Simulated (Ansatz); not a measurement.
## Kick test of a cell of TlWCl6

It was reached by relaxing an invented guess, and it needn't be the stable form of this composition.

Method: DFT PBE, scalar-relativistic, plane waves, PAW (Ansatz 0.2.0). Cutoff 420 eV; k points 6×6×6 on the computed 8-atom cell (Γ-centred); Gaussian smearing, width 0.10 eV; collinear spin from starting moments 0.0 0.6 0.0 0.0 0.0 0.0 0.0 0.0 μB.

The cell below (8 atoms, space group Fm-3m (No. 225)) is relaxed within its symmetry.

```
Tl W Cl
1.0
     0.00000    5.58364    5.58364
     5.58364    0.00000    5.58364
     5.58364    5.58364    0.00000
Tl W Cl
1 1 6
Direct
  0.00000 0.00000 0.00000
  0.50000 0.50000 0.50000
  0.70978 0.29022 0.29022
  0.29022 0.70978 0.70978
  0.29022 0.70978 0.29022
  0.70978 0.29022 0.70978
  0.29022 0.29022 0.70978
  0.70978 0.70978 0.29022
```

For the test it was strained at random (σ = 1.5 % a component), the atoms were moved at random (σ = 0.10 Å), and all was relaxed again on a coarse 4×4×4 mesh (in the run’s order of axes) with 0.20 eV smearing, with no symmetry imposed.

These runs have no spin–orbit coupling, which can matter for Tl and W. The magnetic state reached may not be the lowest.

**Question.** Is the structure stable against such a distortion?

**Answer.** It doesn't return. The energy falls by 40 meV/atom on that mesh, the volume changes by -26.5 %, and the end has space group P-1 (No. 2) at a loose tolerance. Relaxed again on an 8×8×6 mesh with 0.10 eV smearing, the new structure lies 42 meV/atom below the first (mesh in the axes of the run's cell; the cell below is made exact in the group named). Space group R-3 (No. 148), trigonal, a = 6.834 Å, c = 18.852 Å. Tl is surrounded by 6 Cl at 3.30 Å; W has 6 Cl at 2.34 Å; around Cl lie 1 W at 2.34 Å, 1 Tl at 3.30 Å and 4 Cl at 3.31 Å.

```xyz
8
Lattice="3.4171 1.9728 6.2841 -3.4171 1.9728 6.2841 0.0000 -3.9457 6.2841" Properties=species:S:1:pos:R:3 pbc="T T T"
Tl    0.0000    0.0000    0.0000
W     0.0000    0.0000    9.4262
Cl    1.8799   -0.3338    8.0772
Cl   -1.8799    0.3338   10.7752
Cl   -0.6509    1.7950    8.0772
Cl    0.6509   -1.7950   10.7752
Cl   -1.2290   -1.4612    8.0772
Cl    1.2290    1.4612   10.7752
```
